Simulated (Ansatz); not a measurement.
Values for one crystal, relaxed and computed with PBEsol (plane waves, PAW; program Ansatz); other levels are named.

Volume per atom: 34.53 Å³
Electronic character: metallic (no gap)
Highest zone-centre frequency: 10.3 meV
Density of states at the Fermi level: 1.8 states/eV per atom (mean over ±0.08 eV)
Elastic constants (relaxed ions, GPa): C11 = 46.5, C12 = 10.8, C13 = 17.4, C33 = 52.1, C44 = 9.0
Poisson's ratio: 0.28
Gap with spin–orbit coupling: none (metallic)

Q: Which of these materials gives this?
A. La, hcp (Mg type)
B. Zn, hcp (Mg type)
C. Ta, hcp (Mg type)
D. Zr, P6/mmm (Zr on 1a, Zr on 2d)

A: A, La, hcp (Mg type)

Space group P6_3/mmc (hcp (Mg type)). The workflow started from an entry of the Crystallography Open Database (COD). Its sites differ from those of the usual phase in this space group: another stacking or structure type. Symmetry was held in the PBEsol relaxation; its stability against distortions is not shown here. As this level gives no gap, shear constants depend on the k-mesh and smearing (Fermi–Dirac, 0.1 eV here). Spin–orbit coupling is left out wherever it is not named.

Potentials: the earlier of the program's two PAW sets. The files were generated under PBE; for other functionals the program regenerates the frozen cores, and for LDA and PBEsol the local potential too.
